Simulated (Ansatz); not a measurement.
Mg2Mn3AlS8: Quadrupolar parameters

The cell is a computed structure from the Materials Project (it need not be an observed phase), taken as it stands.

```
CELL_PARAMETERS angstrom
3.64608 2.10506 5.91780
-3.64608 2.10506 5.91780
0.00000 -4.21013 5.91780
ATOMIC_POSITIONS crystal
Mg 0.87506 0.87506 0.87506
Mg 0.12494 0.12494 0.12494
Mn 0.50000 0.50000 0.00000
Mn 0.00000 0.50000 0.50000
Mn 0.50000 0.00000 0.50000
Al 0.50000 0.50000 0.50000
S 0.73848 0.73848 0.73848
S 0.26399 0.26399 0.71354
S 0.26399 0.71354 0.26399
S 0.71354 0.26399 0.26399
S 0.73601 0.28646 0.73601
S 0.28646 0.73601 0.73601
S 0.26152 0.26152 0.26152
S 0.73601 0.73601 0.28646
```

Sites (sets of like atoms) are named by element and the number of their first atom in this list.

All values are calculated (Ansatz; DFT, PBE, plane waves and PAW, scalar-relativistic, collinear spin, 420 eV cutoff, Γ-centred 6×6×6 k-points, Fermi–Dirac smearing 0.05 eV), not measured. Start moments as typed (μB): 4 on each Mn, none on the rest.

C_Q = eQV_zz/h, which is 24.18 MHz for Q = 1 b and V_zz = 10²¹ V/m²; η = (V_xx − V_yy)/V_zz. Directions are in the Cartesian axes of the cell vectors above, for the atom listed; none is given where the gradient is under 0.02 or η is above 0.95.

Q: What field gradients does the calculation give at each kind of site?

A: 

| site | first atom | first shell | V_zz (10²¹ V/m²) | η | direction of V_zz (x, y, z) |
| --- | --- | --- | --- | --- | --- |
| Mg | 1 | 4 S at 2.42–2.45 Å | 0.025 | 0.00 | 0.00 0.00 1.00 |
| Mn | 3 | 6 S at 2.46 Å | -0.97 | 0.46 | 0.00 0.97 0.25 |
| Al | 6 | 6 S at 2.43 Å | -0.27 | 0.00 | 0.00 0.00 1.00 |
| S7 | 7 | 1 Mg at 2.42 Å, 3 Mn at 2.46 Å | -2.66 | 0.00 | 0.00 0.00 1.00 |
| S8 | 8 | 1 Al at 2.43 Å, 1 Mg at 2.45 Å, 2 Mn at 2.46 Å | -2.11 | 0.75 | 0.00 1.00 0.08 |

An axis of threefold or higher order runs through Mg, Al and S7, so V_zz lies along it and η is zero.

Runs of this kind can end above the lowest electronic state. With no gap above 0.1 eV, as in a metal, the gradients converge slowly in k; expect changes of a tenth or more on a denser mesh. Semilocal functionals can leave a metal where correlation in the d or f shell opens a gap in the real compound, and that would change the values at and beside Mn. All moments are parallel here, as the start or the cell imposes; many such compounds order antiparallel, where fields and spin densities carried over to other atoms largely cancel. The magnetic order is the one that the run reached from its start moments, not necessarily the measured one; the program found signs of a lower order.

The run took 5.5 min of wall time (5.4 min of CPU time) and 1.2 GiB at its peak, on 1 thread of Arm Neoverse N1 (aarch64; 36 cores open to the job, memory cap 3.0 GiB, no GPU), a shared host with a load of 0.9 a core.
